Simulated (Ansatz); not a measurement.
This cell of TiB₂ (AlB2 type, space group P6/mmm) is off equilibrium:

```yaml
crystal:
  lattice:
    - [3.03199, 0.00000, 0.00000]
    - [-1.51599, 2.62578, 0.00000]
    - [0.00000, 0.00000, 3.22435]
  atoms:
    - { symbol: Ti, position: [0.99226, 0.98452, 0.00000] }
    - { symbol: B, position: [0.35047, 0.70094, 0.50000] }
    - { symbol: B, position: [0.68380, 0.36761, 0.50000] }
```

Level of theory: PBE (plane waves to 420 eV, PAW, scalar-relativistic; Ansatz, a first-principles code). k mesh 18×18×14 (Γ-centred), Fermi-Dirac smearing 0.05 eV. Compression counts positive. With partly filled bands, energies and forces of such displacements shift with the k mesh and the smearing. TiB2 is run without spin polarisation. TiB2 was relaxed with its symmetry unable to fall.

**Question.** What forces act on the atoms (eV/Å, Cartesian)?

**Answer.** 
```json
[
 {"atom": "Ti1", "Fx": "0.000", "Fy": "1.844", "Fz": "0.000"},
 {"atom": "B2", "Fx": "0.000", "Fy": "-0.838", "Fz": "0.000"},
 {"atom": "B3", "Fx": "0.000", "Fy": "-1.006", "Fz": "0.000"}
]
```

**Question.** Give the stress tensor in GPa and the pressure.

**Answer.** 
```
    0.2      0.0      0.0
    0.0      1.7      0.0
    0.0      0.0      2.7
```
The pressure, a third of the trace, is 1.6 GPa.

(For displaced atoms, the force is minus the slope of the energy, and its curvature is a force constant, which sets phonon frequencies.)
